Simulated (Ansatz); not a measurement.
AlGaSb₂:
```xyz
4
Lattice="2.1694 1.2525 7.0826 -2.1694 1.2525 7.0826 0.0000 -2.5050 7.0826" Properties=species:S:1:pos:R:3 pbc="T T T"
Al     0.0000     0.0000    21.2448
Ga     0.0000     0.0000    10.6252
Sb     0.0000     0.0000     2.6644
Sb     0.0000     0.0000    13.2738
```

DFT-PBEsol in the program Ansatz with PAW potentials gives a gap of 0.29 eV without spin–orbit coupling, maximum at Γ, minimum at Γ.

Problem. What happens when spin–orbit coupling is switched on?

Solution. The gap drops by 0.20 eV, to 0.09 eV; maximum at Γ, minimum at Γ.

Space group R3m. The first step of the workflow began from a Materials Project structure, measured or hypothetical; the Crystallography Open Database copy checked does not list it. With Al and Ga taken as one species the cell has the higher symmetry F-43m, so it may be an ordered model of a mixed-site phase. Whether it is the stable phase at ambient conditions was not checked. The PBEsol relaxation kept the symmetry of its start; of distortions, only those at the zone centre were tested.

Potentials: the later of the program's two PAW sets.
